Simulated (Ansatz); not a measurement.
BaMg2Te2, a known structure type with other elements, at an estimated volume

```
Mg Te Ba
1.0
     2.47592    4.28841    0.00000
    -2.47592    4.28841    0.00000
     0.00000    0.00000    8.40878
Mg Te Ba
2 2 1
Direct
  0.33330 0.33340 0.62470
  0.66670 0.66660 0.37530
  0.33330 0.33340 0.26800
  0.66670 0.66660 0.73200
  0.00000 0.00000 0.00000
```

Single point in Ansatz 0.2.0 with PBE, no spin polarisation. Cutoff 420 eV, PAW datasets, 8×8×4 Γ-centred k mesh, fermi-dirac filling (width 0.0308 eV).

Problem. What happens at the Fermi level?

Solution. It is a metal, with about 3.7 states/eV a cell as the mean within 0.25 eV of the Fermi level.

Problem. Is the cell too large or too small?

Solution. The pressure is -1.3 GPa (compression positive), so with the atoms held at these fractions the cell would first shrink. The principal stresses -3.0, -0.5, -0.5 GPa differ, so its shape would change too.

Problem. How is the charge shared?

Solution. Bader charges in e: Ba +1.14, Mg +1.30, Te -1.87. In the mean Mg gives up most and Te takes most.

Problem. Which atom feels the largest force, and which way?

Solution. The largest is on Te3 (and as large on other atoms): 0.49 eV/Å, components (0.00, 0.00, 0.49). It makes 72° with the line to a nearest neighbour, Mg2 at 3.00 Å.

Problem. Describe some of the short contacts.

Solution. Mg–Te at 3.00 Å: least valence density 0.14 e/Å³ and ELF 0.11 there. Ba–Te at 3.64 Å: least valence density 0.09 e/Å³ and ELF 0.09 there. Ba–Mg at 4.26 Å: least valence density 0.04 e/Å³ and ELF 0.07 there. These are pseudo-fields; inside the PAW spheres they differ from the all-electron ones.

Origin: a known structure type with other elements, at an estimated volume, so it need not be a known compound.
